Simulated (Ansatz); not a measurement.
Here is the system:

ZnNi3N:
```xyz
5
Lattice="3.7243 0.0000 0.0000 0.0000 3.7243 0.0000 0.0000 0.0000 3.7243" Properties=species:S:1:pos:R:3 pbc="T T T"
Zn     0.0000     0.0000     0.0000
Ni     0.0000     1.8622     1.8622
Ni     1.8622     0.0000     1.8622
Ni     1.8622     1.8622     0.0000
N      1.8622     1.8622     1.8622
```

This is the r²SCAN-relaxed structure.

All from DFT-r²SCAN in the program Ansatz with PAW potentials, unless another level is named. Estimate the electronic character.

metallic (no gap).

Give the formation energy from the elements (no fitted shifts).

-0.17 eV/atom.

And the density of states at the Fermi level?

0.47 states/eV per atom (mean over ±0.08 eV).

Space group Pm-3m (anti-perovskite). The first step of the workflow began from a Materials Project structure, measured or hypothetical; the Crystallography Open Database copy checked does not list it. Whether it is the stable phase at ambient conditions was not checked. Symmetry was held in the r²SCAN relaxation; whether a distortion lowers the energy is not shown. No spin polarisation was allowed. With an odd number of electrons in the cell and no spin polarisation, the count alone makes it a metal. The references are the lowest solids computed at this level, not always the standard phases (solids in place of the gases).

Potentials: the later of the program's two PAW sets.
